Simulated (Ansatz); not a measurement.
# Fe: computed property card

Fe (diamond, Fd-3m), a = b = c = 4.804 Å, α = β = γ = 90.00°; the cell used has 2 atoms.

Space group Fd-3m (No. 227), diamond; conventional cell a = 4.804 Å, b = 4.804 Å, c = 4.804 Å, α = 90.00°, β = 90.00°, γ = 90.00°.

Method: DFT-PBEsol in the program Ansatz with PAW potentials. Geometry: relaxed at this level of theory. Other levels are named where they apply.

Cell and energy:

Volume per atom: 13.86 Å³
Density: 6.69 g/cm³

Electronic structure:

Electronic character: metallic (no gap)
Density of states at the Fermi level: 1.2 states/eV per atom (mean over ±0.08 eV)

Magnetism:

- Magnetic order: non-magnetic (starting moments vanished)

Mechanics:

- Bulk modulus (Birch–Murnaghan fit) = 175 GPa
- Pressure derivative B′ = 4.4
- Elastic constants (relaxed ions, GPa) = C11 = 168, C12 = 178, C44 = -47.3
- Mechanical stability = unstable (C has a negative eigenvalue)

Phonons:

- Highest zone-centre frequency: 337 cm⁻¹
- Zone-centre stability: no imaginary mode at Γ

The start of the workflow was typed in or built on a structure type; neither database checked (COD, Materials Project) lists it. It is not the phase usual at ambient conditions (space group No. 229). The cell was relaxed with PBEsol under the symmetry of its start. The workflow began spin-polarised and lost its moments. The volume moved by -26 % from the start of the relaxation. As this level gives no gap, shear constants depend on the k-mesh and smearing (Fermi–Dirac, 0.1 eV here). As this level gives no gap, phonon frequencies hold no LO–TO term and depend on the k-mesh and smearing (Fermi–Dirac, 0.1 eV here).

Potentials: the later of the program's two PAW sets.
